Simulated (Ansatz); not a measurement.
Consider the following.

WSe₂:
```xyz
6
Lattice="3.3026 0.0000 0.0000 -1.6513 2.8601 0.0000 0.0000 0.0000 13.2273" Properties=species:S:1:pos:R:3 pbc="T T T"
W      1.6513     0.9534     3.3068
W      0.0000     1.9068     9.9205
Se     0.0000     1.9068     4.9705
Se     1.6513     0.9534     8.2568
Se     1.6513     0.9534    11.5842
Se     0.0000     1.9068     1.6432
```

This is the r²SCAN+D4-relaxed structure. Cartesian axes are those of the cell as given.

Task: All from DFT-r²SCAN+D4 in the program Ansatz with PAW potentials, unless another level is named. Predict the Poisson's ratio.

Result: 0.21.

Task: Give the elastic constants (relaxed ions, GPa).

Result: C11 = 200, C12 = 41.6, C13 = 9.3, C33 = 43.1, C44 = 14.3.

Space group P6_3/mmc. The r²SCAN+D4 relaxation kept the symmetry of its start; of distortions, only those at the zone centre were tested. No spin polarisation was allowed. Spin–orbit coupling is left out wherever it is not named.

Potentials: the later of the program's two PAW sets.
